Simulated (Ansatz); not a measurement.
## SrCd: strain and displacement

```yaml
crystal:
  lattice:
    - [4.00300, 0.00000, 0.00000]
    - [0.00000, 4.00300, 0.00000]
    - [0.00000, 0.00000, 4.00300]
  atoms:
    - { symbol: Sr, position: [0.50000, 0.50000, 0.50000] }
    - { symbol: Cd, position: [0.00000, 0.00000, 0.00000] }
```

Atom numbers follow the list: Sr1, Cd2.

Conventional cell: a = 4.003 Å, b = 4.003 Å, c = 4.003 Å, α = 90.00°, β = 90.00°, γ = 90.00°. Sr (atom 1) has 8 Cd at 3.47 Å as nearest neighbours. Cd (atom 2) is surrounded by 8 Sr at 3.47 Å.

The cell is COD entry 2310286, as deposited and not checked against the literature; nothing was relaxed.

Computed with DFT, LDA, all-electron LAPW, scalar-relativistic (Ansatz 0.2.0).

The runs use a Γ-centred 10×10×10 k mesh, Fermi–Dirac smearing of 0.08 eV, basis error target 0.5 meV/atom, no spin polarisation.

The unchanged cell is at -2.06 GPa.

In a metal, stresses and small energies carry noise from the k mesh.

x, y and z are the Cartesian axes of the cell as listed; fractional coordinates follow a strain, and an engineering shear is twice the off-diagonal strain component.

(1) One change gave: energy change +2 meV/atom; stress change (xx, yy, zz, yz, xz, xy) 0.04, 0.04, 0.04, 0.42, 0.42, 0.42 GPa, compression positive. Which change was it?
A. equal xy, yz and zx engineering shear strains of +2 %
B. equal xy, yz and zx engineering shear strains of +1 %
C. equal xy, yz and zx engineering shear strains of -2 %
D. equal xy, yz and zx engineering shear strains of -1 %

Results:

(1) C. For equal xy, yz and zx engineering shear strains of -1 %: energy change under 1 meV/atom; stress change (xx, yy, zz, yz, xz, xy) 0.01, 0.01, 0.01, 0.20, 0.20, 0.20 GPa, compression positive. For equal xy, yz and zx engineering shear strains of +1 %: energy change under 1 meV/atom; stress change (xx, yy, zz, yz, xz, xy) 0.01, 0.01, 0.01, -0.19, -0.19, -0.19 GPa, compression positive. For equal xy, yz and zx engineering shear strains of +2 %: energy change +2 meV/atom; stress change (xx, yy, zz, yz, xz, xy) 0.04, 0.04, 0.04, -0.37, -0.37, -0.37 GPa, compression positive.
